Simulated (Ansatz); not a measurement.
GaAs (zinc blende), conventional cell a = 5.746 Å, b = 5.746 Å, c = 5.746 Å, α = 90.00°, β = 90.00°, γ = 90.00°. The calculation uses the primitive cell of 2 atoms, to which meshes and values per cell refer.

Grid over V/V₀ and (c/a)/(c/a)₀, subscript 0 meaning the relaxed cell; the conventional c axis lies along z; no internal relaxation.

The numbers are results of PBE (plane waves to 420 eV, PAW, scalar-relativistic; Ansatz, a first-principles code), not measurements. k mesh 10×10×10 (Γ-centred), Fermi-Dirac smearing 0.05 eV. Energies are smeared free energies. GaAs was relaxed with its symmetry unable to fall.

Changes of ΔE (kJ/mol of atoms) from the point V/V₀ = 1.000, (c/a)/(c/a)₀ = 1.000 when one coordinate moves alone (two changes are said to add if the coupling is within 5 % of the smaller one, nearly so within 20 %):

```tsv
point	change
V/V₀ = 1.000, (c/a)/(c/a)₀ = 0.880	3.787
V/V₀ = 1.000, (c/a)/(c/a)₀ = 0.940	0.969
V/V₀ = 0.960, (c/a)/(c/a)₀ = 1.000	0.747
V/V₀ = 0.980, (c/a)/(c/a)₀ = 1.000	0.179
V/V₀ = 1.020, (c/a)/(c/a)₀ = 1.000	0.163
V/V₀ = 1.040, (c/a)/(c/a)₀ = 1.000	0.634
V/V₀ = 1.000, (c/a)/(c/a)₀ = 1.060	0.996
V/V₀ = 1.000, (c/a)/(c/a)₀ = 1.120	3.987
```

Question: What is the change at V/V₀ = 1.040, (c/a)/(c/a)₀ = 1.120, where both move, and how far is it from the sum?

Answer: The sum of the single changes is 0.634 + (3.987) = 4.621; the calculation gives 4.656, so the coupling contributes 0.035 (under 20 % of the smaller single change, nearly additive).

Question: Do the two effects add at V/V₀ = 0.960, (c/a)/(c/a)₀ = 1.060? Give the computed change.

Answer: The sum of the single changes is 0.747 + (0.996) = 1.743; the calculation gives 1.727, so they add (within 5 % of the smaller single change).

Question: What is the change at V/V₀ = 0.980, (c/a)/(c/a)₀ = 0.940, where both move, and how far is it from the sum?

Answer: The sum of the single changes is 0.179 + (0.969) = 1.148; the calculation gives 1.139, so the coupling contributes -0.009 (under 20 % of the smaller single change, nearly additive).

(A scan under strain: stresses follow from slopes of the energy per volume, elastic moduli from its curvatures.)
